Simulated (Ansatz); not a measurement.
TiSb2:
```
TiSb2
1.0
   -3.31796     3.31796     2.85551
    3.31796    -3.31796     2.85551
    3.31796     3.31796    -2.85551
Sb Ti
4 2
Direct
  0.65292   0.15292   0.80583
  0.15292   0.34708   0.50000
  0.34708   0.84708   0.19417
  0.84708   0.65292   0.50000
  0.25000   0.25000   0.00000
  0.75000   0.75000   0.00000
```

Relaxed with PBEsol. Special points in fractions of this cell's reciprocal vectors: Γ (0.000, 0.000, 0.000); X (0.000, 0.000, 0.500); M (-0.500, 0.500, 0.500); Z (0.435, 0.435, -0.435); Z0 (-0.435, 0.565, 0.435); P (0.250, 0.250, 0.250); N (0.000, 0.500, 0.000).

Problem. List the band energies nearest the Fermi level at these points for the program Ansatz at the PBEsol level (PAW).

Solution. In eV from the Fermi level; about four levels below and three above (degenerate sets whole), none deeper than 8.9 eV; points with the same levels are listed once.

| k | below | above |
|---|---|---|
| Γ | -3.11 -3.11 -2.47 -1.73 -0.93 | 0.36 0.81 1.45 1.45 |
| X | -2.50 -1.96 -0.77 -0.68 | 0.30 0.69 1.09 |
| M | -2.10 -0.67 -0.59 -0.54 | 0.58 0.58 0.65 |
| Z | -1.23 -0.89 -0.55 -0.51 | 0.41 0.41 0.56 |
| P | -1.56 -1.56 -1.08 -1.08 | 0.02 0.02 1.72 1.72 |
| N | -1.27 -1.27 -0.60 -0.60 | 0.49 0.49 0.98 0.98 |

Space group I4/mcm. The workflow started from an entry of the Crystallography Open Database (COD, 293 K). Its standing as an ambient phase is unchecked. Symmetry was held in the PBEsol relaxation; of distortions, only those at the zone centre were tested. No spin polarisation was allowed. Scalar-relativistic: spin–orbit coupling is off unless named, which matters more the heavier the elements.

Potentials: the later of the program's two PAW sets.
